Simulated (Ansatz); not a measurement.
**Nuclear-site quantities of InAg3 as the cell is scaled**

```
CELL_PARAMETERS angstrom
4.14400 0.00000 0.00000
0.00000 4.14400 0.00000
0.00000 0.00000 4.14400
ATOMIC_POSITIONS crystal
In 0.00000 0.00000 0.00000
Ag 0.00000 0.50000 0.50000
Ag 0.50000 0.00000 0.50000
Ag 0.50000 0.50000 0.00000
```

Atom numbers follow the list: In1, Ag2, Ag3, Ag4.

The conventional cell has a = 4.144 Å, b = 4.144 Å, c = 4.144 Å, α = 90.00°, β = 90.00°, γ = 90.00°. In (atom 1) has 12 Ag at 2.93 Å as nearest neighbours. Ag (atom 2) is surrounded by 4 In at 2.93 Å and 8 Ag at 2.93 Å.

The cell is COD entry 1510013, as deposited and not checked against the literature; nothing was relaxed.

No spin–orbit coupling, which matters for the heavy atoms here.

Method: DFT, PBEsol, all-electron PAW with datasets made for the crystal, scalar-relativistic (Ansatz 0.2.0).

Settings: a Γ-centred 9×9×9 k mesh, Fermi–Dirac smearing of 0.05 eV, cutoff 260 eV (chosen by the program for this cell), no spin polarisation.

The contact density is the mean electron density over the nuclear volume; its changes follow the s electrons' response to bonding and compression. Changes below are taken from the unscaled cell, where it is 1.13129e+06 e/Å³ at In1, 946993 e/Å³ at Ag2.

The datasets are made afresh for each cell, so very small changes are uncertain.

Question: Does compression raise or lower the contact density at In1?

Answer: It lowers it, by 9.00 e/Å³ over the whole range.

Question: Tabulate the changes with volume.

Answer: 
```tsv
V/V(cell)	P (GPa)	Δρ(0) In1 (e/Å³)	Δρ(0) Ag2 (e/Å³)
0.9400	7.1	-5.41	4.23
0.9800	1.8	-2.18	1.36
1.0000	-0.3	0.00	0.00
1.0100	-1.3	1.00	-0.65
1.0400	-3.8	3.59	-2.47
```
